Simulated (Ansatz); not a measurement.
A relaxed cell of ZnSeS is given with its symmetry left out. The cell was found from a structure generator's guess, not taken from experiment.

The calculation used Ansatz 0.2.0, DFT PBE, scalar-relativistic, plane waves, PAW. Cutoff 420 eV, Γ-centred mesh, Gaussian smearing, no spin polarisation.

```xyz
3
Lattice="3.6849 0.0000 0.0000 0.0000 3.6849 0.0000 0.0000 0.0000 4.9627" Properties=species:S:1:pos:R:3 pbc="T T T"
Zn    0.0000    0.0000    0.0000
Se    1.8425    1.8425    0.0000
S     1.8425    1.8425    2.4813
```

Formation energies are uncorrected and refer to the elements' standard structures at the same level.

Q: Find its symmetry and describe it.

A: P4/mmm (No. 123). Conventional cell: a = 3.685 Å, c = 4.963 Å. Zn is surrounded by 4 Se at 2.61 Å; Se has 2 S at 2.48 Å and 4 Zn at 2.61 Å; S has 2 Se at 2.48 Å.

Q: How far does it lie from the elements in energy?

A: +0.24 eV/atom. It can't be a ground state, since the elements alone are lower.

Q: Is it a metal?

A: Yes, bands cross the Fermi level on the 12×12×10 mesh.

The last run used a 12×12×10 mesh (in the run's order of axes) for its 3-atom cell and Gaussian smearing of 0.10 eV. The reference forms of S and Se are held partly by dispersion forces, which this level lacks. A structure relaxed within its symmetry needn't be a true minimum. Another cell of ZnSeS relaxed alike, in P1, lies 0.51 eV/atom lower, so this cell isn't the stable form at this level.
